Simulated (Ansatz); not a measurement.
**Vibrational response of TlSn at 5 GPa**

Computed with Ansatz 0.2.0, DFT LDA, scalar-relativistic, plane waves, PAW. Cutoff 420 eV, 14×14×10 k-points (Γ-centred), Fermi-Dirac smearing of 0.15 eV. No spin polarisation. Phonons by linear response, acoustic sum rule imposed.

The cell, relaxed at 5 GPa:
```
CELL_PARAMETERS angstrom
3.18586 0.00000 0.00000
0.00000 3.18586 0.00000
0.00000 0.00000 4.84565
ATOMIC_POSITIONS crystal
Tl 0.00000 0.00000 0.00000
Sn 0.50000 0.50000 0.50000
```

In a metal, frequencies and elastic constants depend on the k mesh and the smearing, soft modes and shear constants most. Spin–orbit coupling is left out, which can shift energies with elements as heavy as these. Other phases may be more stable at this pressure.

Optical modes at Γ; i marks an imaginary frequency:
| frequency (THz) | degeneracy |
| --- | --- |
| 1.52 | 2 |
| 3.38 | 1 |

All 3 optical modes at Γ are real: no displacement of atoms at fixed cell lowers the energy to second order. Strains and modes at other wave vectors aren't tested by this run.

Cost: 1 run of about 2.5 core-minutes, on Arm Neoverse V1 (shared hosts).